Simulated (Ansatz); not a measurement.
Relaxed-ion elastic tensor of ScAg (CsCl type, Pm-3m) in GPa (Voigt order), DFT-PBEsol in the program Ansatz with PAW potentials; density 6.56 g/cm³, 19.34 Å³ per atom.

|  | 1 | 2 | 3 | 4 | 5 | 6 |
|---|---|---|---|---|---|---|
| 1 | 116 | 79.8 | 79.8 | 0.0 | 0.0 | 0.0 |
| 2 | 79.8 | 116 | 79.8 | 0.0 | 0.0 | 0.0 |
| 3 | 79.8 | 79.8 | 116 | 0.0 | 0.0 | 0.0 |
| 4 | 0.0 | 0.0 | 0.0 | 48.2 | 0.0 | 0.0 |
| 5 | 0.0 | 0.0 | 0.0 | 0.0 | 48.2 | 0.0 |
| 6 | 0.0 | 0.0 | 0.0 | 0.0 | 0.0 | 48.2 |

Is the crystal mechanically stable?

Yes: the smallest eigenvalue of C is 35.8 GPa.

Work out the Voigt, Reuss and Hill averages.

K_V = 91.8, K_R = 91.8, K_H = 91.8; G_V = 36.1, G_R = 28.8, G_H = 32.4 GPa.

Give Young's modulus, Poisson's ratio, Pugh's ratio and the universal anisotropy index.

E = 9KG/(3K + G) = 87.0 GPa; ν = 0.34; K/G = 2.83 (ductile by the Pugh limit of 1.75); A_U = 5G_V/G_R + K_V/K_R − 6 = 1.28.

Estimate the sound speeds and the Debye temperature.

v_l = √((K + 4G/3)/ρ) = 4540 m/s, v_t = √(G/ρ) = 2220 m/s, mean 2500 m/s; Θ = (h/k)(3n/4πV)^(1/3) v_m = 277 K.

Give the Zener ratio and Young's modulus along [100], [110] and [111].

A = 2C44/(C11 − C12) = 2.69; 1/E = S11 − 2(S11 − S12 − S44/2)Γ with Γ = 0, 1/4, 1/3 gives 50.4, 90.5, 123 GPa.

Solve the Christoffel equation for the three sound speeds along [100], [110], [111].

Eigenvalues of C_ijkl n_j n_l equal ρv². In km/s, slowest first: [100] 2.71, 2.71, 4.20; [110] 1.65, 2.71, 4.72; [111] 2.07, 2.07, 4.88.

The workflow started from an entry of the Crystallography Open Database (COD). Whether it is the stable phase at ambient conditions was not checked. Symmetry was held in the PBEsol relaxation; its stability against distortions is not shown here. The run is not spin-polarised. As this level gives no gap, shear constants depend on the k-mesh and smearing (Fermi–Dirac, 0.1 eV here).

Potentials: the later of the program's two PAW sets.
